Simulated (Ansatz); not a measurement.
# K₃NaTi₂Si₃O₁₂: field gradients at two levels of theory

Cell: a Materials Project structure (computed, not necessarily an observed phase).

Space group R-3c:H (No. 167); a = 9.2481, c = 21.9031 Å, γ = 120.00°.

```csv
site,Wyckoff,site symmetry,x,y,z
K,18e,.2,0.3171,0.3333,0.5833
Na,6b,-3.,0.0000,0.0000,0.5000
Ti,12c,3.,0.0000,0.0000,0.3513
Si,18e,.2,0.9616,0.3333,0.5833
O19,36f,1,0.1905,0.0203,0.3083
O31,36f,1,0.0171,0.8322,0.4116
```

One atom of each set is listed; the run and its k-mesh use a cell of 42 atoms with edges of 9.05, 9.05, 9.05 Å.

First run. Computed with Ansatz: DFT, PBE, plane waves and PAW, scalar-relativistic, 420 eV cutoff, Γ-centred 3×3×3 k-points, Fermi–Dirac smearing 0.02 eV.

```tsv
site	V_zz (10²¹ V/m²)	η
K	-3.96	0.47
Na	-1.27	0.00
Ti	2.05	0.00
Si	2.31	0.09
O19	6.54	0.13
O31	6.92	0.47
```

Second run. The same atoms and settings, except that the functional is r2SCAN and the cutoff is 500 eV.

(1) Given the first result, estimate the second.

Results:

(1) 

```tsv
site	V_zz	η	change of V_zz
K	-4.21	0.47	-0.25
Na	-1.27	0.00	0.00
Ti	1.99	0.00	-0.06
Si	2.33	0.09	+0.02
O19	6.65	0.14	+0.11
O31	7.00	0.53	+0.08
```

The largest change of V_zz is on K, from -3.96 to -4.21. In per cent, |V_zz| changes by +6 on K, +1 on Na, -3 on Ti, +1 on Si, +1 to +2 on O (all sites that start above 0.5).

For the second run: At this cell the principal stresses reach 5 GPa in size with r2SCAN, which can matter for small gradients. The largest force is 0.3 eV/Å, so the atoms aren't at the calculated equilibrium and relaxing them would move these values.
